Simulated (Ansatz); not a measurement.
SnO₂:
```
CELL_PARAMETERS angstrom
      4.70286     0.00000     0.00000
      0.00000     5.69517     0.00000
      0.00000     0.00000     5.20466
ATOMIC_POSITIONS crystal
  Sn 0.50000 0.66729 0.75000
  Sn 0.50000 0.33271 0.25000
  Sn 0.00000 0.83271 0.25000
  Sn 0.00000 0.16729 0.75000
  O  0.73101 0.60492 0.07765
  O  0.26899 0.39508 0.92235
  O  0.76899 0.89508 0.57765
  O  0.23101 0.10492 0.42235
  O  0.23101 0.89508 0.92235
  O  0.76899 0.10492 0.07765
  O  0.26899 0.60492 0.42235
  O  0.73101 0.39508 0.57765
```

Relaxed with LDA.

Problem. Give the optical modes at the zone centre with their infrared and Raman activity from DFPT, the program Ansatz at the LDA level (PAW).

Solution. Transverse frequencies, without the LO–TO term; a row sums one degenerate level.

```tsv
ω (cm⁻¹)	degeneracy	IR ((D/Å)²/amu)	Raman (Å⁴/amu)	activity	symmetry
139	1	0.00	19	Raman	Ag
147	1	0.00	0	silent	B3g
160	1	4.87	0	IR	B1u
164	1	0.00	0	silent	B1g
192	1	0.00	1.2	Raman	B3g
193	1	0.00	0	silent	B3u
198	1	0.00	1.5	Raman	B1g
218	1	18.43	0	IR	B3u
221	1	0.00	0	silent	Au
256	1	0.00	3.5	Raman	B2g
274	1	23.24	0	IR	B2u
284	1	0.00	55	Raman	Ag
300	1	0.00	0	silent	Au
302	1	0.00	4.2	Raman	B1g
309	1	3.34	0	IR	B1u
334	1	0.00	1.1	Raman	B3g
384	1	0.00	1.1	Raman	B2g
417	1	31.66	0	IR	B1u
446	1	0.00	16	Raman	Ag
494	1	0.00	13	Raman	B3g
505	1	0.00	2.2	Raman	B1g
513	1	14.78	0	IR	B3u
515	1	45.03	0	IR	B2u
518	1	0.00	5.2	Raman	B2g
543	1	33.28	0	IR	B1u
558	1	0.00	0	silent	Au
590	1	36.14	0	IR	B3u
632	1	0.00	0	silent	Au
647	1	4.47	0	IR	B2u
661	1	0.00	5.8	Raman	Ag
664	1	0.00	4.3	Raman	B3g
707	1	0.00	9.3	Raman	B1g
735	1	0.00	22	Raman	B2g
```

Problem. How high does the top mode go among those that the LO–TO term moves?

Solution. 724 cm⁻¹ for q along x, 707 cm⁻¹ for q along y, 689 cm⁻¹ for q along z.

Space group Pbcn. This is a known high-pressure phase of the composition, computed here at zero pressure and temperature. The LDA relaxation kept the symmetry of its start; phonons on a q-mesh show no instability. Scalar-relativistic: spin–orbit coupling is off unless named, which matters more the heavier the elements.

Potentials: the later of the program's two PAW sets.
